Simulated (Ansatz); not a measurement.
One crystal and one scan (generalised stacking-fault energy along a line) at two levels, PBE (plane waves to 420 eV, PAW, scalar-relativistic; Ansatz, a quantum-chemistry and plane-wave program) and r2SCAN (plane waves to 500 eV, PAW, scalar-relativistic; Ansatz), each from its own relaxed cell and on its own mesh. The cell shown is that of PBE.

MgSe (rock salt) is sheared across one {100} plane: the third cell vector gains the shift, so faults repeat every 8.3 Å. The cut lies between planes 2.75 Å apart; the cell height is held.

```
MgSe
1.0
    3.89502     0.00000     0.00000
    0.00000     3.89502     0.00000
    1.94751     1.94751     8.26259
Se Mg
3 3
Direct
  0.00000   0.00000   0.83333
  0.33333   0.33333   0.16667
  0.66667   0.66667   0.50000
  0.50000   0.50000   0.83333
  0.83333   0.83333   0.16667
  0.16667   0.16667   0.50000
```

In-plane vectors a = (3.895, 0.000) Å, b = (0.000, 3.895) Å, area 15.17 Å². The shift is s times the vector a + b (length 5.508 Å), so s = 1 restores the start. Atoms relax along the normal only. γ = [E(shift) − E(0)] / area.

E is the zero-smearing estimate. MgSe was relaxed with its symmetry unable to fall. As the smearing reaches across the gap at some points, the k mesh leaves noise in γ, roughly 0.02 J/m² as judged from a few cases. Faults lie only 8.2 Å apart, and holding the cell height raises γ above its relaxed value. Faults lie only 8.3 Å apart, and holding the cell height raises γ above its relaxed value. Percentages come from the unrounded values. Both scans cover s from 0.000 to 0.917.

```json
[
 {"quantity": "Lattice constant a (Å)", "PBE": "5.508", "r2SCAN": "5.472", "PBE − r2SCAN": "+0.036 (+0.7 %)"},
 {"quantity": "Band gap of the relaxed cell, no spin-orbit coupling (eV)", "PBE": "1.77", "r2SCAN": "2.48", "PBE − r2SCAN": "-0.71 (-28 %)"},
 {"quantity": "Highest computed γ on the line (J/m²)", "PBE": "1.72", "r2SCAN": "1.97", "PBE − r2SCAN": "-0.25 (-13 %)"},
 {"quantity": "Steepest slope dγ/d(shift) before the first maximum (spline) (GPa)", "PBE": "10", "r2SCAN": "12", "PBE − r2SCAN": "-2"}
]
```

PBE gives the higher value for: lattice constant a. PBE gives the lower value for: band gap of the relaxed cell, no spin-orbit coupling; highest computed γ on the line. Both give the same position of the highest point: s = 0.500.

γ (J/m²), each from zero shift of its own level:

```json
[
 {"s": "0.000", "PBE": "0.00", "r2SCAN": "0.00"},
 {"s": "0.083", "PBE": "0.11", "r2SCAN": "0.13"},
 {"s": "0.167", "PBE": "0.45", "r2SCAN": "0.53"},
 {"s": "0.250", "PBE": "0.91", "r2SCAN": "1.05"},
 {"s": "0.333", "PBE": "1.33", "r2SCAN": "1.53"},
 {"s": "0.417", "PBE": "1.62", "r2SCAN": "1.86"},
 {"s": "0.500", "PBE": "1.72", "r2SCAN": "1.97"},
 {"s": "0.583", "PBE": "1.62", "r2SCAN": "1.86"},
 {"s": "0.667", "PBE": "1.33", "r2SCAN": "1.53"},
 {"s": "0.750", "PBE": "0.91", "r2SCAN": "1.05"},
 {"s": "0.833", "PBE": "0.45", "r2SCAN": "0.53"},
 {"s": "0.917", "PBE": "0.11", "r2SCAN": "0.13"}
]
```

(The slope of γ gives the shear force per area between the displaced halves; near zero shift its curvature is an elastic stiffness.)
